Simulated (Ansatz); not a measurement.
Ansatz (an electronic-structure program) input:

Ansatz 0.2 input:
```yaml
crystal:
  lattice:
    - [5.5803552836, 0.0, 0.0]
    - [0.0, 5.5803552836, 0.0]
    - [0.0, 0.0, 5.5803552836]
  atoms:
    - { symbol: Ru, position: [0.0, 0.0, 0.0] }
    - { symbol: Ru, position: [0.5, 0.0, 0.5] }
    - { symbol: Ru, position: [0.5, 0.5, 0.0] }
    - { symbol: Ru, position: [0.0, 0.5, 0.5] }
    - { symbol: S, position: [0.3862999085, 0.3862999085, 0.3862999085] }
    - { symbol: S, position: [0.1137000915, 0.6137000915, 0.8862999085] }
    - { symbol: S, position: [0.8862999085, 0.1137000915, 0.6137000915] }
    - { symbol: S, position: [0.6137000915, 0.8862999085, 0.1137000915] }
    - { symbol: S, position: [0.6137000915, 0.6137000915, 0.6137000915] }
    - { symbol: S, position: [0.8862999085, 0.3862999085, 0.1137000915] }
    - { symbol: S, position: [0.1137000915, 0.8862999085, 0.3862999085] }
    - { symbol: S, position: [0.3862999085, 0.1137000915, 0.8862999085] }
kpoints:
  mp_grid: { grid: [4, 4, 4] }
  band_path:
    path:
      - [[0.0, 0.0, 0.0], [0.0, 0.5, 0.0], [0.5, 0.5, 0.0], [0.0, 0.0, 0.0], [0.5, 0.5, 0.5], [0.0, 0.5, 0.0]]  # Γ-X-M-Γ-R-X
      - [[0.5, 0.5, 0.5], [0.5, 0.5, 0.0], [0.5, 0.0, 0.0]]  # R-M-X_1
      - [VBM, CBM]
    npoints: 10
basis: { xc_grid: 2 }
hamiltonian:
  xc: pbesol
  pseudopotentials: { kind: paw }
magnetization: { noncollinear: true, spin_orbit: true }
scf:
  n_extra_bands: 24
  convergence: { dr2_threshold: 0.0000000001 }
  occupations: { method: gaussian, width: 0.01 }
checkpoint: { write: soc.run }
output: { eigenvalues: true }
```

Output (shortened):

```
Pseudopotentials: kind: paw_fr
Pseudopotential: Ru, paw_fr, valence charge 16
Pseudopotential: S, paw_fr, valence charge 6
Functional definition: PBEsol
non-collinear run that drives no moment, with spin-orbit …
Crystal: 12 atoms, lattice volume = 173.774 Å³
Basis set: ecut = 420 eV, 3407 PW (Γ), exchange–correlation on 80×80×80 points (8 copies of the dense FFT grid, shifted against one another)
Bands: 136, of which v1, the nominal top of the filled ones, is band 112 counted from 1 (111 counted from 0)
Symmetry: 24 space group operations + 24 with time reversal
k-points: 11 of 64
Projection manifold: j_resolved (fully-relativistic pseudo-atomic orbitals)
PAW frozen core: Ru, regenerated for the run's functional, and the local potential with it
PAW frozen core: S, regenerated for the run's functional, and the local potential with it
Initial density: superposition of atomic densities (chi_scale 0.1, normalization cell, long waves kept (reshape's long-wave potential 0.00 eV rms))
Initial wavefunctions: pseudopotential atomic-orbital guess
Eigensolver: davidson
Functional: x = pbesol(κ = 0.804, μ = 0.12345679012345678), c = pbesol(β = 0.046)
SCF iter   1: F=—  HF=-30360.979256 eV  |F-HF|=—  |Δ(HF+E_count)|=         —  Δρ=7.35e-2  dr2=3.75e0  dr2_m=0.00e0 (ungated)  ethr=3.10e-3  |M|=0.00e0 ∫|m|=0.00e0 μB  |m|>n=0.0e0 m-floor=0.0e0 τ_xc=0.0e0  β_m=0.30  ⟨swp⟩=5.1  Hψ=3128  notcnv=0
all-band conjugate gradients solve this SCF's bands
preconditioner: auto → Resta (q_TF=auto, 2.536 Å⁻¹)
spin=Noncollinear: Resta preconditioning applied to the charge; magnetization (m_x, m_y, m_z) channels mix plain (no charge-response kernel on spin).
SCF iter   2: F=—  HF=-30360.444702 eV  |F-HF|=—  |Δ(HF+E_count)|=   5.35e-1  Δρ=5.27e-2  dr2=2.00e0  dr2_m=0.00e0 (ungated)  ethr=3.10e-3  |M|=0.00e0 ∫|m|=0.00e0 μB  |m|>n=0.0e0 m-floor=0.0e0 τ_xc=0.0e0  β_m=0.65  ⟨swp⟩=1.9  Hψ=893  notcnv=0  defer=134
SCF iter   3: F=—  HF=-30359.871781 eV  |F-HF|=—  |Δ(HF+E_count)|=   5.73e-1  Δρ=9.36e-3  dr2=1.64e-1  dr2_m=0.00e0 (ungated)  ethr=1.79e-3  |M|=0.00e0 ∫|m|=0.00e0 μB  |m|>n=0.0e0 m-floor=0.0e0 τ_xc=0.0e0  β_m=0.58  ⟨swp⟩=2.8  Hψ=1097  notcnv=0  defer=186
SCF iter   4: F=—  HF=-30359.844627 eV  |F-HF|=—  |Δ(HF+E_count)|=   2.72e-2  Δρ=2.66e-3  dr2=8.72e-3  dr2_m=0.00e0 (ungated)  ethr=1.47e-4  |M|=0.00e0 ∫|m|=0.00e0 μB  |m|>n=0.0e0 m-floor=0.0e0 τ_xc=0.0e0  β_m=0.79  ⟨swp⟩=2.2  Hψ=1032  notcnv=0  defer=192
SCF iter   5: F=—  HF=-30359.845682 eV  |F-HF|=—  |Δ(HF+E_count)|=   1.05e-3  Δρ=6.53e-4  dr2=5.55e-4  dr2_m=0.00e0 (ungated)  ethr=7.79e-6  |M|=0.00e0 ∫|m|=0.00e0 μB  |m|>n=0.0e0 m-floor=0.0e0 τ_xc=0.0e0  β_m=0.89  ⟨swp⟩=2.5  Hψ=1194  notcnv=0  defer=192
SCF iter   6: F=—  HF=-30359.845753 eV  |F-HF|=—  |Δ(HF+E_count)|=   7.12e-5  Δρ=7.84e-5  dr2=8.95e-6  dr2_m=0.00e0 (ungated)  ethr=4.96e-7  |M|=0.00e0 ∫|m|=0.00e0 μB  |m|>n=0.0e0 m-floor=0.0e0 τ_xc=0.0e0  β_m=0.95  ⟨swp⟩=2.8  Hψ=1208  notcnv=0  defer=192
SCF iter   7: F=—  HF=-30359.845546 eV  |F-HF|=—  |Δ(HF+E_count)|=   2.07e-4  Δρ=1.38e-5  dr2=2.83e-7  dr2_m=0.00e0 (ungated)  ethr=7.99e-9  |M|=0.00e0 ∫|m|=0.00e0 μB  |m|>n=0.0e0 m-floor=0.0e0 τ_xc=0.0e0  β_m=0.97  ⟨swp⟩=2.1  Hψ=1209  notcnv=0  defer=192
SCF iter   8: F=—  HF=-30359.845546 eV  |F-HF|=—  |Δ(HF+E_count)|=   1.12e-7  Δρ=2.05e-6  dr2=6.06e-9  dr2_m=0.00e0 (ungated)  ethr=2.53e-10  |M|=0.00e0 ∫|m|=0.00e0 μB  |m|>n=0.0e0 m-floor=0.0e0 τ_xc=0.0e0  β_m=0.99  ⟨swp⟩=2.1  Hψ=1113  notcnv=0  defer=192
SCF iter  10: F=-30359.845546 eV  HF=-30359.845546 eV  |F-HF|=1.46e-11  |Δ(HF+E_count)|=  3.64e-11  Δρ=9.37e-8  dr2=1.53e-11  dr2_m=0.00e0 (ungated)  ethr=1.00e-12  |M|=0.00e0 ∫|m|=0.00e0 μB  |m|>n=0.0e0 m-floor=0.0e0 τ_xc=0.0e0  ⟨swp⟩=7.0  Hψ=2522  notcnv=0
SCF 1 converged in 10 iterations: F = -30359.845546 eV  dr2 = 1.53e-11
NSCF: frozen V_eff on 24 k-points
NSCF: frozen V_eff on 24 k-points
NSCF: frozen V_eff on 24 k-points
NSCF: frozen V_eff on 24 k-points
NSCF: frozen V_eff on 21 k-points
NSCF: frozen V_eff on 4 k-points
NSCF: frozen V_eff on 24 k-points
NSCF: frozen V_eff on 1 k-points
NSCF: frozen V_eff on 6 k-points
NSCF: frozen V_eff on 14 k-points
NSCF: frozen V_eff on 6 k-points
NSCF: frozen V_eff on 11 k-points
NSCF: frozen V_eff on 11 k-points
NSCF: frozen V_eff on 3 k-points
NSCF: frozen V_eff on 83 k-points
SCF converged after 10 iterations
Magnetization: |M| = 0.0000 μB,  M = (+0.0000, +0.0000, +0.0000) μB
Absolute magnetization: 0.0000 μB (∫|m|)
  site 0: m = (+0.0000, +0.0000, +0.0000) μB, |m| = 0.0000 μB  (R = 0.96 Å)
  site 1: m = (+0.0000, +0.0000, +0.0000) μB, |m| = 0.0000 μB  (R = 0.96 Å)
  site 2: m = (+0.0000, +0.0000, +0.0000) μB, |m| = 0.0000 μB  (R = 0.96 Å)
  site 3: m = (+0.0000, +0.0000, +0.0000) μB, |m| = 0.0000 μB  (R = 0.96 Å)
  site 4: m = (+0.0000, +0.0000, +0.0000) μB, |m| = 0.0000 μB  (R = 0.91 Å)
  site 5: m = (+0.0000, +0.0000, +0.0000) μB, |m| = 0.0000 μB  (R = 0.91 Å)
  site 6: m = (+0.0000, +0.0000, +0.0000) μB, |m| = 0.0000 μB  (R = 0.91 Å)
  site 7: m = (+0.0000, +0.0000, +0.0000) μB, |m| = 0.0000 μB  (R = 0.91 Å)
  site 8: m = (+0.0000, +0.0000, +0.0000) μB, |m| = 0.0000 μB  (R = 0.91 Å)
  site 9: m = (+0.0000, +0.0000, +0.0000) μB, |m| = 0.0000 μB  (R = 0.91 Å)
  site 10: m = (+0.0000, +0.0000, +0.0000) μB, |m| = 0.0000 μB  (R = 0.91 Å)
  site 11: m = (+0.0000, +0.0000, +0.0000) μB, |m| = 0.0000 μB  (R = 0.91 Å)
Free energy (F): -30359.845546 eV
Harris-Foulkes:  -30359.845546 eV  (|F-HF|=1.46e-11)
Internal energy: -30359.845546 eV  (E = F + TS)
E sigma→0 (E₀):  -30359.845546 eV
Fermi energy:    13.850305 eV
--- Per-component energies (eV) ---
  E_band       = -473.980707
  E_kinetic    = 2936.067311
  E_local      = -8063.574561  (includes V_loc(G=0)·N_el)
  E_nonlocal   = 1609.301557
  E_hartree    = 2822.303492
  E_xc         = -1536.284109
  E_vxc        = -1666.925489  (∫ρ·V_xc dr)
  E_paw        = -18279.062536  (= ΣΔE_a)
  E_vpaw       = -933.456058  (= ΣTr[D̂ρ^β])
  E_aug_tail   = -0.000813  (compensation charges beyond the density's cutoff)
  E_ewald      = -9850.111182
  E_core_change = 1.515293  (= ΣΔE_core)
  E_smearing   =  0.000000  (= −TS)
  E_closure    =  0.000000  (closes the sum)
  Σ components = -30359.845546   (vs F -30359.845546, Δ=0.00e0)
  [band-id]    e_kinetic+e_local+e_nonlocal+2·e_hartree+e_vxc+e_vpaw+e_augmentation_tail = -473.981067   (vs E_band -473.980707, Δ=-3.60e-4)
--- Band table (eV; the first three rows and the last of 11) ---
  k-point 0: bands = ["-58.1395", "-58.1395", "-58.1383", "-58.1383", "-58.1383", "-58.1383", "-58.1383", "-58.1383", "-30.5817", "-30.5817", "-30.5788", "-30.5788", "-30.5788", "-30.5788", "-30.5700", "-30.5700", "-27.2697", "-27.2697", "-27.2697", "-27.2697", "-27.2578", "-27.2578", "-27.2578", "-27.2578", "-27.1142", "-27.1142", "-27.1060", "-27.1060", "-27.1013", "-27.1013", "-27.1013", "-27.1013", "-2.6369", "-2.6369", "-1.0481", "-1.0481", "-1.0481", "-1.0481", "-1.0474", "-1.0474", "1.6730", "1.6730", "1.7132", "1.7132", "1.7132", "1.7132", "2.7925", "2.7925", "6.6855", "6.6855", "6.6855", "6.6855", "6.6934", "6.6934", "8.3173", "8.3173", "8.3173", "8.3173", "8.3553", "8.3553", "8.5083", "8.5083", "8.5083", "8.5083", "8.5365", "8.5365", "9.0306", "9.0306", "9.0306", "9.0306", "9.0311", "9.0311", "9.1868", "9.1868", "9.1868", "9.1868", "9.4563", "9.4563", "9.4798", "9.4798", "9.4798", "9.4798", "11.1094", "11.1094", "11.2262", "11.2262", "11.2262", "11.2262", "11.7990", "11.7990", "11.8966", "11.8966", "11.8966", "11.8966", "12.7113", "12.7113", "12.7113", "12.7113", "12.8626", "12.8626", "12.9486", "12.9486", "12.9486", "12.9486", "13.0496", "13.0496", "13.0496", "13.0496", "13.1514", "13.1514", "13.3788", "13.3788", "14.0987", "14.0987", "16.2020", "16.2020", "16.2443", "16.2443", "16.2443", "16.2443", "16.2613", "16.2613", "16.2613", "16.2613", "16.2930", "16.2930", "18.5296", "18.5296", "18.5296", "18.5296", "18.6918", "18.6918", "18.8912", "18.8912", "18.8912", "18.8912"]
  k-point 1: bands = ["-58.1393", "-58.1393", "-58.1385", "-58.1385", "-58.1383", "-58.1383", "-58.1383", "-58.1383", "-30.5810", "-30.5810", "-30.5791", "-30.5791", "-30.5779", "-30.5779", "-30.5715", "-30.5715", "-27.2686", "-27.2686", "-27.2686", "-27.2686", "-27.2589", "-27.2589", "-27.2588", "-27.2588", "-27.1127", "-27.1127", "-27.1063", "-27.1063", "-27.1025", "-27.1025", "-27.1019", "-27.1019", "-2.4189", "-2.4189", "-1.2777", "-1.2777", "-0.9661", "-0.9661", "-0.9611", "-0.9611", "1.6028", "1.6028", "1.6690", "1.6690", "1.7056", "1.7056", "2.4215", "2.4215", "6.7414", "6.7414", "6.7706", "6.7706", "6.8408", "6.8408", "7.6962", "7.6962", "7.7210", "7.7210", "8.2638", "8.2638", "8.4111", "8.4111", "8.5786", "8.5786", "8.6632", "8.6632", "8.8087", "8.8087", "8.9023", "8.9023", "9.0783", "9.0783", "9.1562", "9.1562", "9.2860", "9.2860", "9.9346", "9.9346", "10.2109", "10.2109", "10.2903", "10.2903", "10.5420", "10.5420", "10.7285", "10.7285", "11.6699", "11.6699", "12.0905", "12.0905", "12.3189", "12.3189", "12.5099", "12.5099", "12.5330", "12.5330", "12.6044", "12.6044", "12.8022", "12.8022", "12.9165", "12.9165", "12.9766", "12.9766", "12.9990", "12.9990", "13.1575", "13.1575", "13.3668", "13.3668", "13.4478", "13.4478", "14.8056", "14.8056", "15.8283", "15.8283", "16.1200", "16.1200", "16.1331", "16.1331", "16.2900", "16.2900", "16.3337", "16.3337", "16.6430", "16.6430", "17.5597", "17.5597", "18.0679", "18.0679", "18.1951", "18.1951", "18.3058", "18.3058", "18.5429", "18.5429"]
  k-point 2: bands = ["-58.1389", "-58.1389", "-58.1389", "-58.1389", "-58.1383", "-58.1383", "-58.1383", "-58.1383", "-30.5799", "-30.5799", "-30.5799", "-30.5799", "-30.5748", "-30.5748", "-30.5748", "-30.5748", "-27.2671", "-27.2671", "-27.2671", "-27.2671", "-27.2603", "-27.2603", "-27.2603", "-27.2603", "-27.1089", "-27.1089", "-27.1089", "-27.1089", "-27.1030", "-27.1030", "-27.1030", "-27.1030", "-1.8611", "-1.8611", "-1.8611", "-1.8611", "-0.8718", "-0.8718", "-0.8718", "-0.8718", "1.5933", "1.5933", "1.5933", "1.5933", "1.8839", "1.8839", "1.8839", "1.8839", "6.7107", "6.7107", "6.7107", "6.7107", "7.0238", "7.0238", "7.0238", "7.0238", "7.7712", "7.7712", "7.7712", "7.7712", "8.6720", "8.6720", "8.6720", "8.6720", "8.7401", "8.7401", "8.7401", "8.7401", "9.1950", "9.1950", "9.1950", "9.1950", "9.5832", "9.5832", "9.5832", "9.5832", "9.8073", "9.8073", "9.8073", "9.8073", "10.6353", "10.6353", "10.6353", "10.6353", "11.0928", "11.0928", "11.0928", "11.0928", "12.1603", "12.1603", "12.1603", "12.1603", "12.5608", "12.5608", "12.5608", "12.5608", "12.9301", "12.9301", "12.9301", "12.9301", "13.1065", "13.1065", "13.1065", "13.1065", "13.3167", "13.3167", "13.3167", "13.3167", "13.6015", "13.6015", "13.6015", "13.6015", "15.6604", "15.6604", "15.6604", "15.6604", "15.8200", "15.8200", "15.8200", "15.8200", "16.8406", "16.8406", "16.8406", "16.8406", "16.9765", "16.9765", "16.9765", "16.9765", "17.0801", "17.0801", "17.0801", "17.0801", "18.0827", "18.0827", "18.0827", "18.0827"]
  k-point 10: bands = ["-58.1386", "-58.1386", "-58.1386", "-58.1386", "-58.1386", "-58.1386", "-58.1386", "-58.1386", "-30.5786", "-30.5786", "-30.5771", "-30.5771", "-30.5771", "-30.5771", "-30.5771", "-30.5771", "-27.2669", "-27.2669", "-27.2669", "-27.2669", "-27.2669", "-27.2669", "-27.2555", "-27.2555", "-27.1127", "-27.1127", "-27.1036", "-27.1036", "-27.1036", "-27.1036", "-27.1036", "-27.1036", "-1.0164", "-1.0164", "-1.0057", "-1.0057", "-1.0057", "-1.0057", "-1.0057", "-1.0057", "1.0206", "1.0206", "1.0206", "1.0206", "1.0206", "1.0206", "1.0218", "1.0218", "6.8720", "6.8720", "6.8720", "6.8720", "6.8720", "6.8720", "6.8763", "6.8763", "8.1579", "8.1579", "8.1730", "8.1730", "8.1730", "8.1730", "8.1730", "8.1730", "8.5131", "8.5131", "8.5439", "8.5439", "8.5439", "8.5439", "8.5439", "8.5439", "11.6476", "11.6476", "11.6476", "11.6476", "11.6476", "11.6476", "11.7728", "11.7728", "11.8290", "11.8290", "11.8290", "11.8290", "11.8290", "11.8290", "11.8718", "11.8718", "11.9044", "11.9044", "11.9044", "11.9044", "11.9044", "11.9044", "11.9293", "11.9293", "11.9558", "11.9558", "11.9779", "11.9779", "11.9779", "11.9779", "11.9779", "11.9779", "12.7797", "12.7797", "12.8888", "12.8888", "12.8888", "12.8888", "12.8888", "12.8888", "15.9302", "15.9302", "15.9302", "15.9302", "15.9302", "15.9302", "16.0134", "16.0134", "17.1795", "17.1795", "17.2399", "17.2399", "17.2399", "17.2399", "17.2399", "17.2399", "17.4617", "17.4617", "17.4617", "17.4617", "17.4617", "17.4617", "17.4975", "17.4975"]
  band table: 136 of 136 bands, residual norms ≤ 1.0e-3 eV
```

Cost: about 19 core-minutes (a rough figure) on shared cores.

Space group Pa-3. Symmetry was held in the PBEsol relaxation. The run is not spin-polarised.

Potentials: the later of the program's two PAW sets.

Ansatz is a plane-wave DFT program.
